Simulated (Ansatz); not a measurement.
TePb:
```xyz
2
Lattice="0.0000 3.2673 3.2673 3.2673 0.0000 3.2673 3.2673 3.2673 0.0000" Properties=species:S:1:pos:R:3 pbc="T T T"
Te     0.0000     0.0000     0.0000
Pb     3.2673     3.2673     3.2673
```

Relaxed with r²SCAN. Special points in fractions of this cell's reciprocal vectors: Γ (0.000, 0.000, 0.000); X (0.500, 0.000, 0.500); U (0.625, 0.250, 0.625); K (0.375, 0.375, 0.750); L (0.500, 0.500, 0.500); W (0.500, 0.250, 0.750).

**Question.** List the band energies nearest the valence-band maximum at these points for the program Ansatz at the r²SCAN level (PAW).

**Answer.** In eV from the valence-band maximum; about four levels below and three above (degenerate sets whole), none deeper than 8.9 eV; points with the same levels are listed once.

```csv
k,below,above
Γ,-5.71 -1.36 -1.36 -1.36,4.31 4.31 4.31
X,-7.43 -4.42 -2.77 -2.77,3.73 5.70 5.70
U,-8.09 -4.04 -2.27 -2.03,3.84 3.97 5.54
L,-8.70 -0.91 -0.91 0.00,1.09 1.51 1.51
W,-8.11 -3.72 -3.72 -0.39,1.93 5.56 5.56
```

Space group Fm-3m (rock salt). Symmetry was held in the r²SCAN relaxation. Spin–orbit coupling is left out wherever it is not named.

Potentials: the later of the program's two PAW sets.
